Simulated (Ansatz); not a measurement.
H:
```
CELL_PARAMETERS angstrom
      7.41107     0.00000     0.00000
      0.00000     7.48099     0.00000
      0.00000     0.00000     7.48924
ATOMIC_POSITIONS crystal
  H  0.03814 0.97383 0.51602
  H  0.53814 0.52617 0.48398
  H  0.46186 0.02617 0.01602
  H  0.96186 0.47383 0.98398
  H  0.03314 0.54317 0.97886
  H  0.53314 0.95683 0.02114
  H  0.46686 0.45683 0.47886
  H  0.96686 0.04317 0.52114
```

Relaxed with r²SCAN. Special points in fractions of this cell's reciprocal vectors: Γ (0.000, 0.000, 0.000); X (0.500, 0.000, 0.000); S (0.500, 0.500, 0.000); Y (0.000, 0.500, 0.000); Z (0.000, 0.000, 0.500); U (0.500, 0.000, 0.500); R (0.500, 0.500, 0.500); T (0.000, 0.500, 0.500).

Problem. List the band energies nearest the valence-band maximum at these points for r²SCAN in the plane-wave PAW code Ansatz.

Solution. In eV from the valence-band maximum; about four levels below and three above (degenerate sets whole), none deeper than 8.9 eV; points with the same levels are listed once.

```csv
k,below,above
Γ,-0.05 0.00 0.00 0.00,11.85 11.91 11.96
X,-0.03 -0.03 0.00 0.00,11.67 11.67 12.73 12.73
S,-0.02 -0.02 -0.01 -0.01,11.81 11.81 11.83 11.83
Y,-0.03 -0.03 0.00 0.00,11.75 11.75 12.29 12.29
Z,-0.03 -0.03 0.00 0.00,12.08 12.08 12.35 12.35
U,-0.02 -0.02 -0.01 -0.01,11.90 11.90 12.05 12.05
R,-0.01 -0.01 -0.01 -0.01,11.76 11.76 11.76 11.76
T,-0.02 -0.02 -0.01 -0.01,11.95 11.95 12.02 12.02
```

Space group P2_12_12_1. The first step of the workflow began from a Materials Project structure, measured or hypothetical; the Crystallography Open Database copy checked does not list it. It is not the usual solid phase (space group No. 194). The cell was relaxed with r²SCAN under the symmetry of its start; its stability against distortions is not shown here. The substance is a gas or liquid at ambient conditions. A crystal of weakly bound units computed without a dispersion correction: the cell and the soft elastic constants depend strongly on that.

Potentials: the later of the program's two PAW sets.
